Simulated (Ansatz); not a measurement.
## Lattice vibrations of Al$_{6}$Ni$_{5}$Pt at Γ

Computed with DFT PBE, scalar-relativistic, plane waves, PAW (Ansatz 0.2.0). Settings: 420 eV plane-wave cutoff, Γ-centred 12×12×4 mesh, Fermi-Dirac smearing of 0.15 eV. No spin polarisation. Phonons by linear response, acoustic sum rule imposed.

The cell, relaxed at this level:
```yaml
crystal:
  lattice:
    - [2.91520, 0.00000, 0.00000]
    - [0.00000, 2.91520, 0.00000]
    - [0.00000, 0.00000, 17.74445]
  atoms:
    - { symbol: Al, position: [0.00000, 0.00000, 0.74249] }
    - { symbol: Al, position: [0.00000, 0.00000, 0.90411] }
    - { symbol: Al, position: [0.00000, 0.00000, 0.09589] }
    - { symbol: Al, position: [0.00000, 0.00000, 0.25751] }
    - { symbol: Al, position: [0.00000, 0.00000, 0.41929] }
    - { symbol: Al, position: [0.00000, 0.00000, 0.58071] }
    - { symbol: Ni, position: [0.50000, 0.50000, 0.82342] }
    - { symbol: Ni, position: [0.50000, 0.50000, 0.17658] }
    - { symbol: Ni, position: [0.50000, 0.50000, 0.33867] }
    - { symbol: Ni, position: [0.50000, 0.50000, 0.50000] }
    - { symbol: Ni, position: [0.50000, 0.50000, 0.66133] }
    - { symbol: Pt, position: [0.50000, 0.50000, 0.00000] }
```

The cell was found from a structure generator's guess, not taken from experiment. In a metal, frequencies depend on the k mesh and the smearing, soft modes most. Spin–orbit coupling is left out, which matters for heavy elements.

Problem. Is this structure stable against zone-centre distortions?

Solution. Yes, at Γ: no optical mode is imaginary. Strains and other wave vectors aren't tested by this run.

Problem. List the optical modes at Γ (i marks imaginary ones).

Solution.
```tsv
frequency (THz)	degeneracy
1.75	2
2.30	2
2.40	1
3.01	1
3.22	2
4.07	2
4.13	1
4.65	2
4.99	1
5.83	1
7.27	2
7.44	2
7.88	2
8.10	2
8.19	1
8.33	2
8.52	2
8.91	1
8.92	1
10.03	1
10.12	1
10.72	1
```
